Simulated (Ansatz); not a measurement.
La2O3:
```cif
data_La2O3
_chemical_formula_sum 'La2 O3'
_space_group_name_H-M_alt 'P 1'
_space_group_IT_number 1
_cell_length_a 3.90622
_cell_length_b 3.90622
_cell_length_c 6.04095
_cell_angle_alpha 90.000
_cell_angle_beta 90.000
_cell_angle_gamma 120.000
loop_
_space_group_symop_operation_xyz
  'x, y, z'
loop_
_atom_site_label
_atom_site_type_symbol
_atom_site_fract_x
_atom_site_fract_y
_atom_site_fract_z
_atom_site_occupancy
La1 La 0.66667 0.33333 0.75462 1
La2 La 0.33333 0.66667 0.24538 1
O1 O 0.66667 0.33333 0.35399 1
O2 O 0.33333 0.66667 0.64601 1
O3 O 0.00000 0.00000 0.00000 1
```

Relaxed with PBEsol.

Q: Give the optical modes at the zone centre with their infrared activity from DFPT, PBEsol (plane waves, PAW; program Ansatz).

A: Transverse frequencies, without the LO–TO term; a row sums one degenerate level.

```
ω (cm⁻¹)  degeneracy  IR ((D/Å)²/amu)     activity  symmetry
--------  ----------  ---------------  -----------  --------
104                2             0.00  IR-inactive        Eg
188                2            47.69           IR        Eu
192                1             0.00  IR-inactive       A1g
194                1            30.65           IR       A2u
362                2            32.73           IR        Eu
390                1             0.00  IR-inactive       A1g
396                2             0.00  IR-inactive        Eg
438                1             2.88           IR       A2u
```

Q: How high does the top mode go among those that the LO–TO term moves?

A: 551 cm⁻¹ for q along x, 551 cm⁻¹ for q along y, 509 cm⁻¹ for q along z.

Space group P-3m1 (La2O3 or Ni2Al3 type). The cell was relaxed with PBEsol under the symmetry of its start. Spin–orbit coupling is left out wherever it is not named.

Potentials: the earlier of the program's two PAW sets. The files were generated under PBE; for other functionals the program regenerates the frozen cores, and for LDA and PBEsol the local potential too.
